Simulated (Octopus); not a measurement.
**CdO (Fm-3m, No. 225): Octopus summary**

CdO (Fm-3m, No. 225):
```
CELL_PARAMETERS angstrom
      0.00000     2.36099     2.36099
      2.36099     0.00000     2.36099
      2.36099     2.36099     0.00000
ATOMIC_POSITIONS crystal
  Cd 0.00000 0.00000 0.00000
  O  0.50000 0.50000 0.50000
```
The cell is a database entry, not relaxed again.

Computed with Octopus (real-space grid): LDA, grid spacing about 0.14 Å, Γ-centred 10×10×10 k-mesh, Fermi-Dirac smearing of 0.1 eV, no spin polarisation, PseudoDojo 0.4 LDA potentials. Spin-orbit coupling is left out.

Question: What band gap does LDA give on the standard high-symmetry path?

Answer: none: the highest band that would be full and the next one overlap by 0.5 eV.
